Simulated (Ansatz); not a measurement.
The elements of this relaxed trial crystal are hidden behind letters.

```
lattice vectors (Å)
   3.5424    2.0452    4.3308
  -3.5424    2.0452    4.3308
   0.0000   -4.0905    4.3308
fractional positions
X 0.0000 0.5000 0.0000
X 0.5000 0.0000 0.0000
X 0.0000 0.0000 0.5000
Z 0.0000 0.0000 0.0000
Q 0.7128 0.7128 0.7128
Q 0.2872 0.2872 0.2872
```

Method: DFT PBE, scalar-relativistic, plane waves, PAW in Ansatz. The final run on the 6-atom cell used 420 eV, a Γ-centred 6×6×6 mesh, 0.02 eV smearing and no spin polarisation.

| Property | Result |
| --- | --- |
| Space group | R-3m (No. 166) |
| Conventional cell | a = 7.085 Å, c = 12.992 Å |
| Volume per atom | 31.38 Å³ |
| Density | 3.16 g/cm³ |
| Energy over the elements | −0.760 eV/atom |
| Gap on the 6×6×6 mesh of the 6-atom cell | 1.21 eV |

Energies are uncorrected and count from the elements' standard states at the same level.

Question: X is an s-block element of period 3, Z is a p-block element of period 5 and Q is a p-block element of period 4. Which elements are they?

Answer: X = Mg, Z = Te, Q = Se, so the formula is Mg3TeSe2. Density times volume gives a mean mass of 3.16 × 31.38/1.6605 = 59.7 u per atom, and this set has 59.7 u. Mg has 2 Se at 2.58 Å and 2 Te at 2.98 Å; Te has 6 Mg at 2.98 Å; Se has 3 Mg at 2.58 Å. Other sets within the hints have nearly the same mass, so mass alone doesn't settle it; this one was computed.

These runs have no spin–orbit coupling, which can matter for Te. Kohn–Sham gaps at this level usually fall short of measured ones. The missing spin–orbit coupling can work the other way here. Symmetry constrained the relaxation, so the result can be a saddle point. Another cell of Mg3TeSe2 relaxed alike, in P-3m1, lies 0.31 eV/atom lower, so this cell isn't the stable form at this level.
